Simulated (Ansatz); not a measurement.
The start is a randomly generated symmetric cell of Ni (space group No. 227). A full variable-cell relaxation at zero pressure is run with PBE (plane waves to 420 eV, PAW, scalar-relativistic; Ansatz, a quantum-chemistry and plane-wave program). The first steps use a coarse 10×10×10 k-mesh.

The start:
```yaml
crystal:
  lattice:
    - [0.00000, 2.89342, 2.89342]
    - [2.89342, 0.00000, 2.89342]
    - [2.89342, 2.89342, 0.00000]
  atoms:
    - { symbol: Ni, position: [0.12500, 0.12500, 0.12500] }
    - { symbol: Ni, position: [0.12500, 0.12500, 0.62500] }
    - { symbol: Ni, position: [0.12500, 0.62500, 0.12500] }
    - { symbol: Ni, position: [0.62500, 0.12500, 0.12500] }
```
Spin-polarised start, with parallel moments on Ni.

### Question
How large is the pressure on the unrelaxed cell, and of which sign?

### Answer
+82.6 GPa (positive: the cell is compressed).

### Question
How much energy is released per atom?

### Answer
1.06 eV/atom.

### Question
How does the volume per atom move from start to end?

### Answer
+50.9 %, from 12.11 to 18.28 Å³/atom.

### Question
How do the shortest distances between atoms change?

### Answer
The closest pairs of elements (up to four, under 3.6 Å), start → end: Ni–Ni 2.05 → 2.35 Å.

### Question
What band gap does the relaxed structure have at this level?

### Answer
No gap (metallic).

### Question
Write out the relaxed structure.

### Answer

Space group Fd-3m, origin choice 1 (No. 227); a = b = c = 6.638 Å, α = β = γ = 90.00°

```csv
atom,site,symmetry,x,y,z
Ni,16c,.-3m,0.1250,0.1250,0.1250
```
(The calculation used a cell of 4 atoms; values per cell refer to that cell.)

The space group stays Fd-3m (No. 227) (the run could not lower it), with 4 atoms in the primitive magnetic cell. Final values are on a 12×12×12 k-mesh of the relaxed cell. Spin state reached: ferromagnetic (net 0.84 μB/atom), from parallel starting moments; other spin orders were not run from this start.

The run could not lose the symmetry of its start, so the end can be a saddle point.

All atoms sit on sites fixed by symmetry, so only the cell could relax.

The relaxed structure here is a generated cell of Ni: the first start was made by a random draw of sites in a space group, and the end was not matched to a known phase here, so it may be hypothetical. Known forms of Ni include space group No. 225.
